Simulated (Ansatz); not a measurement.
# Sc: clamped-ion strain scan

Computed with Ansatz, DFT PBEsol, scalar-relativistic, plane waves, PAW. The runs took a 420 eV cutoff, a Γ-centred 18×18×10 mesh and Gaussian smearing (0.15 eV). No spin polarisation. Energies are free energies at this smearing, counted from the undisturbed cell; pressure is positive in compression.

The undisturbed cell (as given, not relaxed at this level; it stands at -2.8 GPa):

```
CELL_PARAMETERS angstrom
3.30880 0.00000 0.00000
-1.65440 2.86550 0.00000
0.00000 0.00000 5.26800
ATOMIC_POSITIONS crystal
Sc 0.33333 0.66667 0.25000
Sc 0.66667 0.33333 0.75000
```

The cell is strained by ε times the Voigt pattern (1, -1, 0, 0, 0, 0) (xx, yy, zz, yz, xz, xy; engineering shear) with fractional coordinates fixed. The cell is metallic on the mesh throughout.

(ε, ΔE (meV/atom)): (-0.0400, 17.6), (-0.0300, 9.9), (-0.0200, 4.4), (-0.0100, 1.1), (0.0000, 0.0), (0.0100, 1.1), (0.0200, 4.3), (0.0300, 9.5), (0.0350, 12.9), (0.0400, 16.7)